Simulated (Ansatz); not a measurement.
RuN:
```
RuN
1.0
    0.00000     2.23538     2.23538
    2.23538     0.00000     2.23538
    2.23538     2.23538     0.00000
Ru N
1 1
Cartesian
  0.00000   0.00000   0.00000
  1.11769   1.11769   1.11769
```

Relaxed with LDA. Special points in fractions of this cell's reciprocal vectors: Γ (0.000, 0.000, 0.000); X (0.500, 0.000, 0.500); U (0.625, 0.250, 0.625); K (0.375, 0.375, 0.750); L (0.500, 0.500, 0.500); W (0.500, 0.250, 0.750).

Question: List the band energies nearest the Fermi level at these points for the program Ansatz at the LDA level (PAW).

Answer: In eV from the Fermi level; about four levels below and three above (degenerate sets whole), none deeper than 8.9 eV; … stands for higher levels left out; points with the same levels are listed once.

| k | below | above |
|---|---|---|
| Γ | -7.46 -7.46 -7.46 -1.73 -1.73 | 1.31 … |
| X | -4.96 -4.96 -2.98 -0.62 | 0.32 0.68 0.68 |
| U | -5.04 -3.50 -1.36 -0.22 | 1.66 1.93 … |
| L | -6.74 -1.18 -1.18 -0.78 | 2.73 2.73 … |
| W | -5.07 -3.02 -1.93 -0.28 | 1.03 2.69 … |

Space group F-43m (zinc blende). The first step of the workflow began from a Materials Project structure, measured or hypothetical; the Crystallography Open Database copy checked does not list it. Whether it is the stable phase at ambient conditions was not checked. The cell was relaxed with LDA under the symmetry of its start; its stability against distortions is not shown here. The run is not spin-polarised. With an odd number of electrons in the cell and no spin polarisation, the count alone makes it a metal. Spin–orbit coupling is left out wherever it is not named.

Potentials: the later of the program's two PAW sets.
